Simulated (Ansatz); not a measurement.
Geometry optimisation in Ansatz: input, command and trajectory.

```yaml
crystal:
  lattice:
    - [3.1084091014, 0.0, 0.0]
    - [-1.5542045507, 2.6919612472, 0.0]
    - [0.0, 0.0, 32.7002603742]
  atoms:
    - { symbol: Mo, position: [0.6666666667, 0.3333333333, 0.9048147387] }
    - { symbol: Mo, position: [0.6666666667, 0.3333333333, 0.2855275342] }
    - { symbol: Mo, position: [0.3333333333, 0.6666666667, 0.7144724658] }
    - { symbol: Mo, position: [0.3333333333, 0.6666666667, 0.0951852613] }
    - { symbol: S, position: [0.3333333333, 0.6666666667, 0.9520021273] }
    - { symbol: S, position: [0.3333333333, 0.6666666667, 0.3326773652] }
    - { symbol: S, position: [0.6666666667, 0.3333333333, 0.761666107] }
    - { symbol: S, position: [0.6666666667, 0.3333333333, 0.1423725623] }
    - { symbol: S, position: [0.3333333333, 0.6666666667, 0.8576274377] }
    - { symbol: S, position: [0.3333333333, 0.6666666667, 0.238333893] }
    - { symbol: S, position: [0.6666666667, 0.3333333333, 0.6673226348] }
    - { symbol: S, position: [0.6666666667, 0.3333333333, 0.0479978727] }
basis:
  ecutwfc: 420
kpoints:
  mp_grid: { grid: [12, 12, 1] }
hamiltonian:
  xc: pbesol
scf:
  occupations: { method: gaussian, width: 0.02 }
output:
  forces: true
  stress: true
  eigenvalues: true
relax:
  adjacent_minimum: "off"
  f_tol: 0.01
  max_steps: 30
  cell: { stress_tol: 0.1, fix: [volume] }
```

```bash
ansatz run input.yaml --threads 2 --pin off --max-ram 5120MiB --backend cpu --events-out ev --progress --plain --runs-dir out
```

Theory: Ansatz 0.2.0, DFT PBEsol, scalar-relativistic, plane waves, PAW.

The volume is held at 0.94 times that of the relaxed cell.

Of 7 frames 6 are shown, positions in Å and forces in eV/Å; the SCF threshold varies from step to step. Steps run on the plane waves of an earlier cell, with a Pulay correction in the pressure. The basis is chosen afresh for the last frame, the zero of the energies, and at times for earlier ones too; energy and pressure step there, also at an unchanged geometry.

```xyz
12
Lattice="3.1084 0.0000 0.0000 -1.5542 2.6920 0.0000 0.0000 0.0000 32.7003" Properties=species:S:1:pos:R:3:forces:R:3 pbc="T T T" step=1 free_energy_over_end_meV_per_atom=8.63 pressure_GPa=3.92
Mo    1.5542    0.8973   29.5877    0.0000    0.0000   -0.0001
Mo    1.5542    0.8973    9.3368    0.0000    0.0000    0.0007
Mo    0.0000    1.7946   23.3634    0.0000    0.0000   -0.0007
Mo    0.0000    1.7946    3.1126    0.0000    0.0000    0.0001
S     0.0000    1.7946   31.1307    0.0000    0.0000    0.5526
S     0.0000    1.7946   10.8786    0.0000    0.0000    0.5642
S     1.5542    0.8973   24.9067    0.0000    0.0000    0.5535
S     1.5542    0.8973    4.6556    0.0000    0.0000    0.5530
S     0.0000    1.7946   28.0446    0.0000    0.0000   -0.5530
S     0.0000    1.7946    7.7936    0.0000    0.0000   -0.5535
S     1.5542    0.8973   21.8216    0.0000    0.0000   -0.5642
S     1.5542    0.8973    1.5695    0.0000    0.0000   -0.5526
12
Lattice="3.1425 0.0000 0.0000 -1.5712 2.7214 0.0000 0.0000 0.0000 31.9956" Properties=species:S:1:pos:R:3:forces:R:3 pbc="T T T" step=2 free_energy_over_end_meV_per_atom=0.95 pressure_GPa=-0.04
Mo    1.5712    0.9071   28.9488    0.0000    0.0000   -0.0046
Mo    1.5712    0.9071    9.1727    0.0000    0.0000    0.0177
Mo    0.0000    1.8143   22.8229    0.0000    0.0000   -0.0177
Mo    0.0000    1.8143    3.0468    0.0000    0.0000    0.0046
S     0.0000    1.8143   30.5089    0.0000    0.0000   -0.0645
S     0.0000    1.8143   10.7320    0.0000    0.0000   -0.0349
S     1.5712    0.9071   24.3835    0.0000    0.0000   -0.0603
S     1.5712    0.9071    4.6070    0.0000    0.0000   -0.0558
S     0.0000    1.8143   27.3887    0.0000    0.0000    0.0558
S     0.0000    1.8143    7.6121    0.0000    0.0000    0.0603
S     1.5712    0.9071   21.2636    0.0000    0.0000    0.0349
S     1.5712    0.9071    1.4867    0.0000    0.0000    0.0645
12
Lattice="3.1362 0.0000 0.0000 -1.5681 2.7161 0.0000 0.0000 0.0000 32.1223" Properties=species:S:1:pos:R:3:forces:R:3 pbc="T T T" step=3 free_energy_over_end_meV_per_atom=0.27 pressure_GPa=0.16
Mo    1.5681    0.9054   29.0291    0.0000    0.0000   -0.0042
Mo    1.5681    0.9054    9.3215    0.0000    0.0000    0.0051
Mo    0.0000    1.8107   22.8008    0.0000    0.0000   -0.0051
Mo    0.0000    1.8107    3.0932    0.0000    0.0000    0.0042
S     0.0000    1.8107   30.5910    0.0000    0.0000   -0.0370
S     0.0000    1.8107   10.8831    0.0000    0.0000   -0.0382
S     1.5681    0.9054   24.3639    0.0000    0.0000   -0.0470
S     1.5681    0.9054    4.6551    0.0000    0.0000   -0.0296
S     0.0000    1.8107   27.4672    0.0000    0.0000    0.0296
S     0.0000    1.8107    7.7584    0.0000    0.0000    0.0470
S     1.5681    0.9054   21.2392    0.0000    0.0000    0.0382
S     1.5681    0.9054    1.5312    0.0000    0.0000    0.0370
12
Lattice="3.1395 0.0000 0.0000 -1.5698 2.7189 0.0000 0.0000 0.0000 32.0556" Properties=species:S:1:pos:R:3:forces:R:3 pbc="T T T" step=4 free_energy_over_end_meV_per_atom=0.05 pressure_GPa=0.17
Mo    1.5698    0.9063   28.9180    0.0000    0.0000    0.0028
Mo    1.5698    0.9063    9.3816    0.0000    0.0000    0.0018
Mo    0.0000    1.8126   22.6740    0.0000    0.0000   -0.0018
Mo    0.0000    1.8126    3.1376    0.0000    0.0000   -0.0028
S     0.0000    1.8126   30.4767    0.0000    0.0000    0.0186
S     0.0000    1.8126   10.9395    0.0000    0.0000    0.0117
S     1.5698    0.9063   24.2335    0.0000    0.0000    0.0046
S     1.5698    0.9063    4.6962    0.0000    0.0000    0.0156
S     0.0000    1.8126   27.3594    0.0000    0.0000   -0.0156
S     0.0000    1.8126    7.8221    0.0000    0.0000   -0.0046
S     1.5698    0.9063   21.1161    0.0000    0.0000   -0.0117
S     1.5698    0.9063    1.5789    0.0000    0.0000   -0.0186
12
Lattice="3.1416 0.0000 0.0000 -1.5708 2.7207 0.0000 0.0000 0.0000 32.0128" Properties=species:S:1:pos:R:3:forces:R:3 pbc="T T T" step=5 free_energy_over_end_meV_per_atom=0.01 pressure_GPa=0.03
Mo    1.5708    0.9069   28.8816    0.0000    0.0000   -0.0033
Mo    1.5708    0.9069    9.4324    0.0000    0.0000   -0.0021
Mo    0.0000    1.8138   22.5805    0.0000    0.0000    0.0021
Mo    0.0000    1.8138    3.1312    0.0000    0.0000    0.0033
S     0.0000    1.8138   30.4401    0.0000    0.0000    0.0073
S     0.0000    1.8138   10.9895    0.0000    0.0000    0.0127
S     1.5708    0.9069   24.1391    0.0000    0.0000    0.0130
S     1.5708    0.9069    4.6897    0.0000    0.0000    0.0116
S     0.0000    1.8138   27.3232    0.0000    0.0000   -0.0116
S     0.0000    1.8138    7.8737    0.0000    0.0000   -0.0130
S     1.5708    0.9069   21.0233    0.0000    0.0000   -0.0127
S     1.5708    0.9069    1.5727    0.0000    0.0000   -0.0073
12
Lattice="3.1412 0.0000 0.0000 -1.5706 2.7204 0.0000 0.0000 0.0000 32.0206" Properties=species:S:1:pos:R:3:forces:R:3 pbc="T T T" step=7 free_energy_over_end_meV_per_atom=0.00 pressure_GPa=-0.01
Mo    1.5706    0.9068   28.8744    0.0000    0.0000    0.0002
Mo    1.5706    0.9068    9.4357    0.0000    0.0000   -0.0002
Mo    0.0000    1.8136   22.5849    0.0000    0.0000    0.0002
Mo    0.0000    1.8136    3.1462    0.0000    0.0000   -0.0002
S     0.0000    1.8136   30.4336    0.0000    0.0000   -0.0026
S     0.0000    1.8136   10.9937    0.0000    0.0000   -0.0019
S     1.5706    0.9068   24.1444    0.0000    0.0000   -0.0019
S     1.5706    0.9068    4.7055    0.0000    0.0000   -0.0025
S     0.0000    1.8136   27.3151    0.0000    0.0000    0.0025
S     0.0000    1.8136    7.8762    0.0000    0.0000    0.0019
S     1.5706    0.9068   21.0269    0.0000    0.0000    0.0019
S     1.5706    0.9068    1.5870    0.0000    0.0000    0.0026
```

The run took 46 s on 2 threads of Intel(R) Xeon(R) 6975P-C (Granite Rapids) (shared host), peak memory 0.79 GiB.

The cell holds layers, and where no dispersion correction was added their binding is poorly described.